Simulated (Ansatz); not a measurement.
# Phonons of ZrAs (CsCl-type structure)

Method: PBEsol, scalar-relativistic; no spin polarisation; PAW, 420 eV, Gaussian smearing of 0.15 eV; code Ansatz. The datasets are Ansatz's generated set soft_2.

```
Zr As
1.0
     3.31748    0.00000    0.00000
     0.00000    3.31748    0.00000
     0.00000    0.00000    3.31748
Zr As
1 1
Direct
  0.00000 0.00000 0.00000
  0.50000 0.50000 0.50000
```

The start was a prototype's sites filled with these elements. The Crystallography Open Database lists the compound in space group P63/mmc, so this is a trial structure.

Force constants come from finite displacements in a 2×2×2 supercell (the unit cell's 10×10×10 k-mesh, folded to it); the long-range dipole term is not included. Points in reciprocal vectors of this cell: Γ = (0.000, 0.000, 0.000), X = (0.000, 0.500, 0.000), M = (0.500, 0.500, 0.000), R = (0.500, 0.500, 0.500).

Question: Is the structure dynamically stable along this path, and where does the spectrum end?

Answer: Yes: no branch is imaginary beyond numerical noise. The highest frequency is 199 cm⁻¹, at X. Points that don't fit the supercell are interpolated.

Frequencies at the named points (cm⁻¹, imaginary ones negative):
```tsv
point	ω (cm⁻¹)
Γ	0 0 0 172 172 172
X	88 88 133 133 181 199
M	63 117 117 125 193 193
R	168 168 168 174 174 174
```

Question: What does the harmonic approximation give for the vibrational free energy, entropy and heat capacity?

Answer: Zero-point energy 26.0 meV/atom.
| T (K) | F_vib (meV/atom) | S (J/K per mole of atoms) | C_V (J/K per mole of atoms) |
| --- | --- | --- | --- |
| 100 | 21.4 | 12.6 | 17.9 |
| 200 | 0.4 | 27.0 | 22.8 |
| 300 | -32.8 | 36.5 | 24.0 |
| 400 | -74.4 | 43.4 | 24.4 |
| 500 | -122.3 | 48.9 | 24.6 |
| 600 | -175.4 | 53.4 | 24.7 |
| 700 | -232.8 | 57.2 | 24.8 |
| 800 | -293.8 | 60.5 | 24.8 |
| 900 | -358.1 | 63.4 | 24.8 |
| 1000 | -425.2 | 66.1 | 24.9 |

The highest mode, 199 cm⁻¹, is worth 290 K. At 300 K the heat capacity has reached 96 % of the classical limit 3R = 24.9 J/K per mole of atoms, since all modes lie under k_BT.

The crystal is a metal or nearly so; low and unstable modes depend on mesh and smearing.

It ran for 51 s on 4 threads of Arm Neoverse V1, on a shared host, peak memory 1.6 GiB.
